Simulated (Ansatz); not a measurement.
In r²SCAN (plane waves, PAW; program Ansatz), InP in the cubic phase (Pm-3n; In on 6c, P on 6d) relaxes to a = 7.272 Å. Against the elements it lies at -0.20 eV/atom, with no fitted shifts.

It is gapped at this level: 1.07 eV (direct). The valence maximum lies at Γ and the conduction minimum at Γ. HSE06 on the same cell gives 1.42 eV. Gap from r²SCAN with spin–orbit coupling: 1.03 eV. Electrons at the band edge weigh 0.087 mₑ (isotropic).

An equation-of-state fit gives a bulk modulus of 52.6 GPa. The relaxed-ion elastic constants in GPa are C11 = 94.2, C12 = 31.9, C44 = 14.6. The elastic constants imply a Debye temperature near 241 K. Bader charges are In +0.98, P -0.98 e.

The start of the workflow was typed in or built on a structure type; neither database checked (COD, Materials Project) lists it. It is not the phase usual at ambient conditions (space group No. 216). The cell was relaxed with r²SCAN under the symmetry of its start; whether a distortion lowers the energy is not shown. The volume moved by 28 % from the start of the relaxation. The references are the lowest solids computed at this level, not always the standard phases. Spin–orbit coupling is left out wherever it is not named.

Potentials: the later of the program's two PAW sets.
